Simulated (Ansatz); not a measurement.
Method: PBE, no spin polarisation; PAW, plane waves to 420 eV, 6×6×6 Γ-centred mesh, fermi-dirac occupations (width 0.1 eV) (Ansatz 0.2.0), atoms fixed.

Computed maps in the lattice plane spanned by a (left to right, 6.03 Å, 18 points from zero) and b (bottom to top, 6.03 Å, 18 points from zero), 90° apart, at height 0.000 along c. The fields are smooth PAW ones with compensation charges, not the true ones near nuclei.

Valence density. Digits on a logarithmic scale: 0 up to 0.03 e/Å³, each further digit a factor of 1.6, 9 from 1.3 e/Å³ up:
```
999643210001234699
997543211111234579
765443322222334456
444443333333334444
333334444444443333
222334455655443322
111234568886543211
001234589998543210
001234689998643210
001234589998543210
111234568886543211
222334455655443322
333334444444443333
444443333333334444
765443322222334456
997543211111234579
999643210001234699
999743210001234799
```

ELF. Ten even steps from '0' (0.03) to '9' (0.92):
```
864222100000122246
442122100001122224
222233211111233212
222333322223333322
222333444444433322
111234443334443211
001134432223442100
000124320002342100
000124320602342100
000124320002342100
000124432223443110
111234443334443211
222333444444433322
222333332222333322
221233211111233222
442222110000122124
864222100000122246
984222100000122248
```

Q: The cell is CdGa$_{2}$Bi$_{4}$. Which atoms lie within 0.2 Å of this plane, and where (fractions of a and b)?

A: Cd at (0.00, 0.00), Ga at (0.50, 0.50). The whole cell:
```
Cd Ga Bi
1.0
     0.00000    6.02552    0.00000
     6.02552    0.00000    0.00000
     3.01276    3.01276   -5.83960
Cd Ga Bi
1 2 4
Direct
  0.00000 0.00000 0.00000
  0.75000 0.25000 0.50000
  0.50000 0.50000 0.00000
  0.39500 0.40500 0.73000
  0.59500 0.12500 0.27000
  0.87500 0.86500 0.73000
  0.13500 0.60500 0.27000
```

Origin: a known structure type with other elements, at an estimated volume, so it need not be a known compound. Caveats: atoms or cell far from equilibrium.
